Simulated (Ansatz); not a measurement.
Be2C:
```
CELL_PARAMETERS angstrom
      0.00000     2.13416     2.13416
      2.13416     0.00000     2.13416
      2.13416     2.13416     0.00000
ATOMIC_POSITIONS crystal
  Be 0.25000 0.25000 0.25000
  Be 0.75000 0.75000 0.75000
  C  0.00000 0.00000 0.00000
```

x, y and z are the axes in which the lattice vectors are written.

### Question
Give the high-frequency dielectric tensor and the Born effective charge tensors of the independent atoms from DFPT, DFT-LDA in the program Ansatz with PAW potentials.

### Answer

ε∞:
```
6.84  0.00  0.00
0.00  6.84  0.00
0.00  0.00  6.84
```
Z* of atom 1 (Be), rows: field, columns: displacement, in e:
```
1.52  0.00  0.00
0.00  1.52  0.00
0.00  0.00  1.52
```
Z* of atom 3 (C), rows: field, columns: displacement, in e:
```
-3.04   0.00   0.00
 0.00  -3.04   0.00
 0.00   0.00  -3.04
```

Space group Fm-3m (fluorite or antifluorite type). The cell was relaxed with LDA under the symmetry of its start.

Potentials: the later of the program's two PAW sets.
